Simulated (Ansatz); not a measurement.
**LiMg$_{2}$: why energy differences converge before total energies**

Method: Ansatz, DFT PBEsol, scalar-relativistic, plane waves, PAW.

```yaml
crystal:
  lattice:
    - [5.43018, -1.72692, 0.00000]
    - [5.43018, 1.72692, 0.00000]
    - [-1.09797, 0.00000, 3.28635]
  atoms:
    - { symbol: Li, position: [0.50000, 0.50000, 0.50000] }
    - { symbol: Mg, position: [0.84132, 0.84132, 0.84114] }
    - { symbol: Mg, position: [0.15868, 0.15868, 0.15886] }
```

* Γ-centred k-mesh: 12×12×12
* occupation rule: Gaussian smearing, 0.1 eV
* spin treatment: unpolarised

A second cell has all atoms moved and the lattice slightly strained:

```yaml
crystal:
  lattice:
    - [5.41107, -1.80091, -0.03115]
    - [5.36483, 1.65552, 0.00837]
    - [-1.09633, 0.05230, 3.23735]
  atoms:
    - { symbol: Li, position: [0.48308, 0.50973, 0.49054] }
    - { symbol: Mg, position: [0.83837, 0.85072, 0.84056] }
    - { symbol: Mg, position: [0.17022, 0.14567, 0.14998] }
```

It ran on a 10×10×10 mesh, another than the first cell's, which shifts the difference by nearly the same amount at every cutoff. Both were run at several values of the cutoff; energies per atom at zero smearing, errors against the largest value (420 eV), which isn't proved converged itself.

| cutoff | error, first cell (meV) | error, second cell (meV) |
| --- | --- | --- |
| 250 eV | 147.86 | 148.17 |
| 300 eV | 14.01 | 14.07 |
| 350 eV | 0.80 | 0.80 |

Problem. At the largest value the second cell lies 14.97 meV/atom above the first. What is the error of that difference at each value, and where does each quantity come within 1 meV/atom?

Solution. The error of the difference is the second cell's error less the first's:
```csv
cutoff,difference (meV),its error (meV)
250 eV,15.27,0.31
300 eV,15.02,0.06
350 eV,14.97,0.00
```

The first cell's total energy stays within 1 meV/atom from 350 eV on, the difference from 250 eV on. Most of the error cancels, by a factor of about 240 in the median. A missing short wave mostly misdescribes the region near each nucleus, which both cells share; what doesn't cancel comes largely from the change of volume and bonding.

1 further run of this set isn't shown.